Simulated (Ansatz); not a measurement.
# Cr$_{3}$C$_{2}$, first-principles data

Cr3C2:
```yaml
crystal:
  lattice:
    - [1.40467, -4.58729, 0.00000]
    - [1.40467, 4.58729, 0.00000]
    - [0.00000, 0.00000, 6.83857]
  atoms:
    - { symbol: Cr, position: [0.59934, 0.40066, 0.25000] }
    - { symbol: Cr, position: [0.40066, 0.59934, 0.75000] }
    - { symbol: Cr, position: [0.85699, 0.14301, 0.42960] }
    - { symbol: Cr, position: [0.14301, 0.85699, 0.57040] }
    - { symbol: Cr, position: [0.14301, 0.85699, 0.92960] }
    - { symbol: Cr, position: [0.85699, 0.14301, 0.07040] }
    - { symbol: C, position: [0.24383, 0.75617, 0.25000] }
    - { symbol: C, position: [0.75617, 0.24383, 0.75000] }
    - { symbol: C, position: [0.50000, 0.50000, 0.50000] }
    - { symbol: C, position: [0.50000, 0.50000, 0.00000] }
```

Space group Cmcm (No. 63); conventional cell a = 2.809 Å, b = 9.175 Å, c = 6.839 Å, α = β = γ = 90.00°.

Method: plane-wave PAW r²SCAN (Ansatz code). The cell and atoms are relaxed at this level. Other levels are named where they apply.

Cell and energy:

```
Item                                                           Value
-----------------------------------------------------  -------------
Volume per atom                                              8.81 Å³
Density                                                   6.78 g/cm³
Formation energy from the elements (no fitted shifts)  0.060 eV/atom
```

Electronic structure:

```
Item                                                                         Value
------------------------------------  --------------------------------------------
Electronic character                                             metallic (no gap)
Density of states at the Fermi level  0.61 states/eV per atom (mean over ±0.08 eV)
```

Mechanics:

```
Item                                 Result
----------------------------------  -------
Bulk modulus (Birch–Murnaghan fit)  326 GPa
Pressure derivative B′                  4.4
```

The workflow started from a Materials Project entry (that database holds measured and hypothetical structures alike); the Crystallography Open Database copy checked does not list it. COD files the formula under space group No. 62. Whether it is the stable phase at ambient conditions was not checked. The r²SCAN relaxation kept the symmetry of its start; whether a distortion lowers the energy is not shown. The run is not spin-polarised. The references are the lowest solids computed at this level, not always the standard phases.

Potentials: the later of the program's two PAW sets.
